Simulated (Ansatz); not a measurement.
AlNi:
Space group Cmcm (No. 63); a = 2.678 Å, b = 9.388 Å, c = 4.009 Å, α = β = γ = 90.00°

```
atom  site  symmetry       x       y       z
----  ----  --------  ------  ------  ------
Al      4c       m2m  0.0000  0.3454  0.2500
Ni      4c       m2m  0.0000  0.0795  0.2500
```
(The calculation used a cell of 4 atoms; values per cell refer to that cell.)

Relaxed with PBE.

Q: Which orbitals make up the states near the Fermi level in the program Ansatz at the PBE level (PAW)?

A: Within 0.5 eV of the Fermi level: Ni 3d 51 %, Al 3p 35 %, Al 3s 5 %. Projections are on Löwdin-orthogonalised atomic valence shells; empty p or d shells of many metals are not among them.

Q: Tabulate the density of states.

A: States/eV per cell of 4 atoms, in 0.25 eV bins, energy from the Fermi level.

```tsv
E (eV)	total	Ni 3d	Al 3p	Al 3s
-7.85	0.66	0.02	0.29	0.22
-7.60	0.70	0.03	0.31	0.24
-7.35	0.77	0.04	0.34	0.27
-7.10	0.85	0.05	0.36	0.32
-6.85	0.85	0.06	0.37	0.31
-6.60	0.85	0.08	0.37	0.29
-6.35	0.89	0.11	0.39	0.29
-6.10	1.00	0.14	0.44	0.29
-5.85	1.09	0.19	0.48	0.29
-5.60	1.08	0.22	0.46	0.27
-5.35	1.04	0.24	0.45	0.23
-5.10	1.14	0.29	0.48	0.24
-4.85	1.31	0.39	0.51	0.28
-4.60	1.55	0.56	0.51	0.33
-4.35	1.59	0.57	0.63	0.23
-4.10	2.02	0.87	0.77	0.21
-3.85	3.37	1.77	1.18	0.20
-3.60	3.21	2.06	0.83	0.15
-3.35	2.39	1.66	0.51	0.09
-3.10	3.97	2.90	0.72	0.13
-2.85	8.40	6.78	1.01	0.20
-2.60	5.98	5.27	0.41	0.09
-2.35	7.47	6.73	0.46	0.05
-2.10	4.77	4.27	0.36	0.04
-1.85	5.07	4.62	0.32	0.05
-1.60	10.72	9.84	0.57	0.12
-1.35	10.34	9.43	0.59	0.09
-1.10	7.84	7.13	0.45	0.07
-0.85	2.90	2.11	0.52	0.08
-0.60	2.20	1.39	0.56	0.09
-0.35	1.90	1.07	0.58	0.09
-0.10	1.86	0.94	0.66	0.09
0.15	2.10	1.04	0.76	0.11
0.40	1.35	0.55	0.55	0.10
0.65	1.38	0.53	0.50	0.16
0.90	1.36	0.46	0.49	0.20
1.15	1.20	0.37	0.43	0.19
1.40	1.05	0.28	0.40	0.17
1.65	0.93	0.23	0.36	0.16
1.90	0.91	0.21	0.35	0.17
2.15	1.46	0.35	0.47	0.36
2.40	1.65	0.36	0.62	0.33
2.65	1.47	0.28	0.62	0.26
2.90	1.17	0.20	0.50	0.21
3.15	1.02	0.15	0.43	0.18
3.40	1.00	0.14	0.40	0.20
3.65	1.06	0.14	0.41	0.22
3.90	1.34	0.18	0.50	0.24
4.15	1.70	0.21	0.61	0.31
4.40	1.84	0.20	0.65	0.33
4.65	1.81	0.18	0.65	0.33
4.90	1.66	0.15	0.61	0.31
```

The start of the workflow was typed in or built on a structure type; neither database checked (COD, Materials Project) lists it. It is not the phase usual at ambient conditions (space group No. 221). Symmetry was held in the PBE relaxation; whether a distortion lowers the energy is not shown. The workflow began spin-polarised and lost its moments. Axis ratios of metals converge slowly with the k-mesh, so a and c are less sure than the volume.

Potentials: the later of the program's two PAW sets.
